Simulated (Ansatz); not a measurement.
An element in the fcc structure gives these cold pressures by all-electron LAPW under PBE (Ansatz 0.2.0, scalar-relativistic, no spin polarisation).

```tsv
V (Å³/atom)	P (GPa)
32.02	0.02
28.17	6.95
24.97	18.09
21.77	39.1
18.57	81.6
16.01	149.9
13.77	266.0
```

**Question.** Which element is it?

**Answer.** Pb. Its zero-pressure volume in this structure is near 32.0 Å³/atom; the volume and the steepness of P(V) together point to it, though neighbours can come close. Other candidates weren't computed, and some may come near.
